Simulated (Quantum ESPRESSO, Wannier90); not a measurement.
## Tight-binding from DFT: MgPd (CsCl type)

Cell from Materials Project (mp-506), symmetrised, no further relaxation. COD (Crystallography Open Database) has an entry of this formula and space group (matched by these alone). Method: PBEsol plane waves in Quantum ESPRESSO 7.5 (PseudoDojo norm-conserving files, 68 Ry, no spin polarisation, no spin-orbit coupling), Bloch states on a 10×10×10 mesh through Γ, Wannier90 4.0.1. Density: 14×14×14 mesh, cold smearing 0.01 Ry.

```
begin unit_cell_cart
ang
    3.1553800000    0.0000000000    0.0000000000
    0.0000000000    3.1553800000    0.0000000000
    0.0000000000    0.0000000000    3.1553800000
end unit_cell_cart
mp_grid = 10 10 10
```

Q: Which shells of neighbouring k-points and which b-vectors and weights does Wannier90 pick for this cell and mesh?

A: 
```
 *---------------------------------- K-MESH ----------------------------------*
 +----------------------------------------------------------------------------+
 |                    Distance to Nearest-Neighbour Shells                    |
 |                    ------------------------------------                    |
 |          Shell             Distance (Ang^-1)          Multiplicity         |
 |          -----             -----------------          ------------         |
 |             1                   0.199126                      6            |
 |             2                   0.281607                     12            |
 |             3                   0.344897                      8            |
 |             4                   0.398252                      6            |
 |             5                   0.445260                     24            |
 |             6                   0.487757                     24            |
 |             7                   0.563214                     12            |
 |             8                   0.597378                     30            |
       ... (lines left out)
 +----------------------------------------------------------------------------+
 | The b-vectors are chosen automatically                                     |
 | The following shells are used:                       1                     |
 +----------------------------------------------------------------------------+
 |                        Shell   # Nearest-Neighbours                        |
 |                        -----   --------------------                        |
 |                          1               6                                 |
 +----------------------------------------------------------------------------+
 | Completeness relation is fully satisfied [Eq. (B1), PRB 56, 12847 (1997)]  |
 +----------------------------------------------------------------------------+
 |                  b_k Vectors (Ang^-1) and Weights (Ang^2)                  |
 |                  ----------------------------------------                  |
 |            No.         b_k(x)      b_k(y)      b_k(z)        w_b           |
 |            ---        --------------------------------     --------        |
 |             1         0.000000    0.000000    0.199126    12.609957        |
 |             2         0.000000    0.199126    0.000000    12.609957        |
 |             3         0.199126    0.000000    0.000000    12.609957        |
 |             4         0.000000    0.000000   -0.199126    12.609957        |
 |             5         0.000000   -0.199126    0.000000    12.609957        |
 |             6        -0.199126    0.000000    0.000000    12.609957        |
```
